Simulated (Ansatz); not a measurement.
# TiC (Fm-3m), a sublattice moved along a line

Theory: DFT PBEsol, scalar-relativistic, plane waves, PAW in Ansatz 0.2.0. Cutoff 420 eV, Γ-centred 18×18×18 k-points, Gaussian smearing of 0.15 eV. No spin polarisation. Energies are free energies at this smearing, counted from the undisturbed cell; pressure is positive in compression.

Reference structure (as given, not relaxed at this level; it stands at -6.1 GPa):

```
Ti C
1.0
     0.00000    2.16400    2.16400
     2.16400    0.00000    2.16400
     2.16400    2.16400    0.00000
Ti C
1 1
Direct
  0.00000 0.00000 0.00000
  0.50000 0.50000 0.50000
```

Every Ti atom is moved by x along the Cartesian unit vector (0.000, 0.000, -1.000); the cell and all other atoms stay fixed. The cell is metallic on the mesh throughout.

```tsv
x (Å)	ΔE (meV/cell)	force along x on the moved atoms (eV/Å)	pressure (GPa)
-0.2000	187.2	1.98	-1.2
-0.1000	46.3	0.91	-5.0
0.0000	0.0	0.00	-6.1
0.0250	2.9	-0.23	-6.1
0.0500	11.7	-0.47	-5.9
0.0750	?	?	-5.5
0.1250	71.9	-1.14	-4.3
0.1500	103.5	?	?
0.1750	141.7	-1.67	-2.4
```

By symmetry 0.2000 repeats -0.2000, -0.1500 repeats 0.1500, 0.1000 repeats -0.1000, -0.0500 repeats 0.0500 in energy, with the opposite slope along the path.

Give the withheld values.

ΔE (meV/cell) at x (Å) = 0.0750: 26.2; force along x on the moved atoms (eV/Å) at x (Å) = 0.0750: -0.69; force along x on the moved atoms (eV/Å) at x (Å) = 0.1500: -1.39; pressure (GPa) at x (Å) = 0.1500: -3.4.